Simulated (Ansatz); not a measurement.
Total density of states per atom from DFT-PBEsol in the program Ansatz with PAW potentials, in 0.25 eV bins, energy from the valence-band maximum:

```
E (eV) | states/eV/atom
    -7.85 |  0.00
    -7.60 |  0.00
    -7.35 |  0.00
    -7.10 |  0.00
    -6.85 |  0.00
    -6.60 |  0.00
    -6.35 |  0.00
    -6.10 |  0.00
    -5.85 |  0.01
    -5.60 | ############################## 1.20
    -5.35 | #################### 0.79
    -5.10 | ########### 0.44
    -4.85 | ######## 0.30
    -4.60 | ###### 0.24
    -4.35 | ##### 0.19
    -4.10 | #### 0.15
    -3.85 | ### 0.13
    -3.60 | ### 0.11
    -3.35 | ###### 0.22
    -3.10 | ################## 0.73
    -2.85 | ################ 0.66
    -2.60 | ################ 0.65
    -2.35 | ##################### 0.85
    -2.10 | ####################### 0.90
    -1.85 | ###################### 0.87
    -1.60 | ##################### 0.84
    -1.35 | ##################### 0.82
    -1.10 | #################### 0.80
    -0.85 | ############# 0.51
    -0.60 | ######## 0.32
    -0.35 | ##### 0.20
    -0.10 | ## 0.06
     0.15 |  0.00
     0.40 |  0.00
     0.65 |  0.00
     0.90 |  0.00
     1.15 |  0.01
     1.40 |  0.02
     1.65 | ### 0.10
     1.90 | ######## 0.32
     2.15 | ############ 0.49
     2.40 | ################### 0.74
     2.65 | ############################ 1.11
     2.90 | ################### 0.77
     3.15 | ############### 0.61
     3.40 | ############# 0.50
     3.65 | ############ 0.47
     3.90 | ########### 0.46
     4.15 | ###################### 0.87
     4.40 | ########################### 1.08
     4.65 | ################ 0.65
     4.90 | ############## 0.57
     5.15 | ####################### 0.91
     5.40 | ######################## 0.97
```

Q: Which of these materials gives this?
A. TaP, I4_1md (Ta on 4a, P on 4a)
B. MgIn2O4, I-4 (In on 2b, In on 2d, Mg on 2a, O on 8g)
C. BAs, zinc blende
D. InP, zinc blende

A: D, InP, zinc blende. Top 1 eV of the valence band: P 3p 80 %, In 5p 16 %. Bottom 1 eV of the conduction band: In 5s 37 %, P 3s 27 %, P 3p 21 %, In 5p 12 %. Projections are on Löwdin-orthogonalised atomic valence shells; empty p or d shells of many metals are not among them.

Space group F-43m (zinc blende). The cell was relaxed with PBEsol under the symmetry of its start. Scalar-relativistic: spin–orbit coupling is off unless named, which matters more the heavier the elements.

Potentials: the earlier of the program's two PAW sets. The files were generated under PBE; for other functionals the program regenerates the frozen cores, and for LDA and PBEsol the local potential too.
